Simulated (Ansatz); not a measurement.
ZnS with nitrogen replacing S: do the settings matter for the field gradients?

Cell: a supercell of ZnS (space group P6_3mc) built from an entry of the Crystallography Open Database (COD) (the entry's cell lengths or inner coordinates differ somewhat from later room-temperature determinations), with all atoms left at the host's positions.

Space group P31m (No. 157); a = 6.6026, c = 18.6900 Å, γ = 120.00°.

```csv
site,Wyckoff,site symmetry,x,y,z
Zn1,1a,3.m,0.0000,0.0000,0.0000
Zn2,2b,3..,0.3333,0.6667,0.0000
Zn4,1a,3.m,0.0000,0.0000,0.5000
Zn5,2b,3..,0.3333,0.6667,0.5000
Zn7,3c,..m,0.3333,0.3333,0.1667
Zn10,3c,..m,0.3333,0.0000,0.6667
Zn13,3c,..m,0.3333,0.0000,0.3333
Zn16,3c,..m,0.3333,0.3333,0.8333
N,1a,3.m,0.0000,0.0000,0.1250
S20,2b,3..,0.3333,0.6667,0.1250
S22,1a,3.m,0.0000,0.0000,0.6250
S23,2b,3..,0.3333,0.6667,0.6250
S25,3c,..m,0.3333,0.3333,0.2917
S28,3c,..m,0.3333,0.0000,0.7917
S31,3c,..m,0.3333,0.0000,0.4583
S34,3c,..m,0.3333,0.3333,0.9583
```

One atom of each set is listed.

Reference run. Level of theory: DFT, PBE, plane waves and PAW, scalar-relativistic, collinear spin, 420 eV cutoff, Γ-centred 3×3×1 k-points, Fermi–Dirac smearing 0.01 eV (Ansatz 0.2.0). Start moments as typed (μB): 1 on each N, none on the rest.

Task: The input is changed as follows: `hamiltonian.xc`: pbe → revpbe; `scf.occupations.method`: fermi_dirac → methfessel_paxton; `scf.occupations.width`: 0.01 → 0.15. What happens to V_zz (10²¹ V/m²) and η?

Result: 

```json
{"site": "Zn1", "V_zz reference": "1.16", "η reference": "0.00", "V_zz changed": "1.21", "η changed": "0.00"}
{"site": "Zn4", "V_zz reference": "-0.050", "η reference": "0.00", "V_zz changed": "-0.071", "η changed": "0.00"}
{"site": "Zn7", "V_zz reference": "2.54", "η reference": "0.20", "V_zz changed": "2.65", "η changed": "0.20"}
{"site": "Zn13", "V_zz reference": "0.13", "η reference": "0.69", "V_zz changed": "-0.10", "η changed": "0.84"}
{"site": "Zn16", "V_zz reference": "0.023", "η reference": "0.37", "V_zz changed": "0.037", "η changed": "0.06"}
{"site": "N", "V_zz reference": "-3.77", "η reference": "0.00", "V_zz changed": "-3.93", "η changed": "0.00"}
{"site": "S20", "V_zz reference": "-1.68", "η reference": "0.00", "V_zz changed": "-1.66", "η changed": "0.00"}
{"site": "S22", "V_zz reference": "0.27", "η reference": "0.00", "V_zz changed": "0.22", "η changed": "0.00"}
{"site": "S23", "V_zz reference": "0.24", "η reference": "0.00", "V_zz changed": "0.21", "η changed": "0.00"}
{"site": "S25", "V_zz reference": "0.38", "η reference": "0.19", "V_zz changed": "0.40", "η changed": "0.22"}
{"site": "S28", "V_zz reference": "0.17", "η reference": "0.03", "V_zz changed": "0.13", "η changed": "0.13"}
{"site": "S34", "V_zz reference": "0.29", "η reference": "0.11", "V_zz changed": "0.26", "η changed": "0.05"}
```

The largest change of V_zz along a kept axis is on N, from -3.77 to -3.93. In per cent, |V_zz| changes by +4 on Zn, +4 on N (all sites that start above 2). On Zn13 the largest principal value lies along another axis in the second run, so the two V_zz can't be compared directly. The table leaves out 4 of the 16 sites, with |V_zz| up to 0.17; their tensors move by 0.02 at most along any direction. The statements above cover all sites. SCF iterations: 15 and 17. New warnings: stability check not made.

On the reference run: The defect repeats with the cell of 36 atoms, so it feels its images: sites between two images don't show the values beside a lone defect, and zeros or small values of η there can come from the images' arrangement. S and Zn carry a gradient in the pure host already, so the values there aren't the defect's effect alone. The defect cell has no gap above 0.1 eV on its mesh, so the values can hang on the smearing and the k-mesh. The neighbours have not yet relaxed around the defect (largest force 1.7 eV/Å), so a real crystal will differ.
